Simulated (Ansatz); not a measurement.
Co2Sn3Te3:
```xyz
32
Lattice="6.4648 3.7324 5.2684 -6.4648 3.7324 5.2684 0.0000 -7.4649 5.2684" Properties=species:S:1:pos:R:3 pbc="T T T"
Co    -3.2366     1.8426     6.5261
Co     3.2366    -1.8426     9.2793
Co     0.0226    -3.7243     6.5261
Co    -0.0226     3.7243     9.2793
Co     3.2140     1.8817     6.5261
Co    -3.2140    -1.8817     9.2793
Co     0.0000     0.0000    11.8195
Co     0.0000     0.0000     3.9859
Sn     4.3810    -3.6799     7.9923
Sn    -4.3810     3.6799     7.8131
Sn     0.9964     5.6340     7.9923
Sn    -0.9964    -5.6340     7.8131
Sn    -5.3774    -1.9541     7.9923
Sn     5.3774     1.9541     7.8131
Sn    -2.0646    -2.4390     7.0859
Sn     2.0646     2.4390     8.7194
Sn     3.1445    -0.5685     7.0859
Sn    -3.1445     0.5685     8.7194
Sn    -1.0799     3.0074     7.0859
Sn     1.0799    -3.0074     8.7194
Te    -2.1742    -0.1294     5.2808
Te     2.1742     0.1294    10.5245
Te     1.1992    -1.8182     5.2808
Te    -1.1992     1.8182    10.5245
Te     0.9750     1.9477     5.2808
Te    -0.9750    -1.9477    10.5245
Te    -2.1904     5.0441     9.5608
Te     2.1904    -5.0441     6.2445
Te    -3.2731    -4.4190     9.5608
Te     3.2731     4.4190     6.2445
Te     5.4635    -0.6251     9.5608
Te    -5.4635     0.6251     6.2445
```

Relaxed with r²SCAN. Special points in fractions of this cell's reciprocal vectors: Γ (0.000, 0.000, 0.000); L (0.500, 0.000, 0.000); T (0.500, -0.500, 0.500); P0 (0.499, -0.501, 0.499); P2 (0.499, 0.499, 0.499); F (0.500, -0.500, 0.000).

**Question.** List the band energies nearest the valence-band maximum at these points for plane-wave PAW r²SCAN (Ansatz code).

**Answer.** In eV from the valence-band maximum; about four levels below and three above (degenerate sets whole), none deeper than 8.9 eV; points with the same levels are listed once.

| k | below | above |
|---|---|---|
| Γ | -0.57 -0.57 -0.50 0.00 | 0.74 0.74 0.78 |
| L | -0.54 -0.53 -0.44 -0.42 | 0.76 0.78 1.14 |
| T | -0.48 -0.48 -0.23 -0.20 | 0.97 0.97 1.63 1.63 |
| F | -0.45 -0.44 -0.40 -0.36 | 1.05 1.10 1.13 |

Space group R-3. The workflow started from a Materials Project entry (that database holds measured and hypothetical structures alike); the Crystallography Open Database copy checked does not list it. Whether it is the stable phase at ambient conditions was not checked. Symmetry was held in the r²SCAN relaxation; its stability against distortions is not shown here. The run is not spin-polarised. Spin–orbit coupling is left out wherever it is not named.

Potentials: the later of the program's two PAW sets.
